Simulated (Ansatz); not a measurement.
What DFT gives for SrCd4Pt2

```xyz
14
Lattice="8.3939 -0.0019 0.0337 -0.0019 8.3968 -0.0525 0.0184 -0.0286 4.6185" Properties=species:S:1:pos:R:3 pbc="T T T"
Pt    2.3595    2.6889    0.2005
Pt    1.9025    6.5761    2.4158
Pt    5.7810    6.2287    0.2051
Pt    6.4571    1.9665    2.1709
Sr    8.3956   -0.0156    4.2590
Sr    4.2575    4.2719    2.0840
Cd    7.1506    3.3741    4.5653
Cd    0.5382    3.0376    2.5610
Cd    1.4499    4.6541    0.0898
Cd    7.9705    5.3869    2.4362
Cd    2.8796    0.8242    2.1120
Cd    4.9271    1.2448    4.6210
Cd    5.5572    7.6125    2.2691
Cd    3.5789    6.8287    0.0032
```

The numbers come from plane-wave PAW DFT (Ansatz): r2SCAN, no spin polarisation, 500 eV, 2×2×4 (shifted by 0.5, 0, 0.5 steps) k points, fermi-dirac occupations (width 0.1 eV). Nothing was relaxed.

Question: Is it stable against the elements?

Answer: -0.17 eV an atom against the elements' usual phases (free molecules for gases, crystals otherwise, with no correction for O₂ or N₂), so it is bound against them; other compounds may still compete. Relaxing would lower it.

Question: What does the stress say?

Answer: The pressure is 4.1 GPa (compression positive), so with the atoms held at these fractions the cell would first expand; the forces are large, so a full relaxation may end otherwise. The principal stresses -1.1, 1.4, 12.0 GPa differ, so its shape would change too.

Question: How is the charge shared?

Answer: Bader charges in e: Sr +1.46, Cd +0.15 to +0.26, Pt -1.18 to -1.13. In the mean Sr gives up most and Pt takes most.

Question: Describe some of the short contacts.

Answer: Pt–Cd at 2.17 Å: least valence density 1.00 e/Å³ and ELF 0.23 there. Cd–Cd at 2.55 Å: least valence density 0.37 e/Å³ and ELF 0.16 there. Sr–Pt at 3.11 Å: least valence density 0.16 e/Å³ and ELF 0.09 there. Both are smooth PAW fields, read partly inside the augmentation spheres.

Question: Which atom feels the largest force, and which way?

Answer: The largest is on Cd9: 10.20 eV/Å, components (-3.47, 9.59, -0.35). It makes 175° with the line to a nearest neighbour, Pt1 at 2.17 Å, pointing away from it.

Question: Metal or insulator?

Answer: It is a metal, with about 5.4 states/eV a cell as the mean within 0.25 eV of the Fermi level.

Origin: a strained cell with displaced atoms, so it need not be a known compound. Caveats: the k mesh is coarse if the cell is a metal; atoms or cell far from equilibrium.
